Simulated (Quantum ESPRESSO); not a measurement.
```cif
data_CdS
_chemical_formula_sum 'S1 Cd1'
_space_group_name_H-M_alt 'P 1'
_space_group_IT_number 1
_cell_length_a 3.99520
_cell_length_b 3.99520
_cell_length_c 3.99520
_cell_angle_alpha 60.000
_cell_angle_beta 60.000
_cell_angle_gamma 60.000
loop_
_space_group_symop_operation_xyz
  'x, y, z'
loop_
_atom_site_label
_atom_site_type_symbol
_atom_site_fract_x
_atom_site_fract_y
_atom_site_fract_z
_atom_site_occupancy
S1 S 0.75000 0.75000 0.75000 1
Cd1 Cd 0.00000 0.00000 0.00000 1
```

The PBEsol cell relaxed from Materials Project entry mp-2469 was given an isotropic strain of -3 % on all lattice vectors, and the atoms were relaxed again.

What does PBEsol (Quantum ESPRESSO, PseudoDojo norm-conserving, 102 Ry, no spin-orbit coupling) give for the electronic structure near the Fermi level?

The PBEsol gap is direct, 1.19 eV at Γ. Spin-orbit splittings are left out.
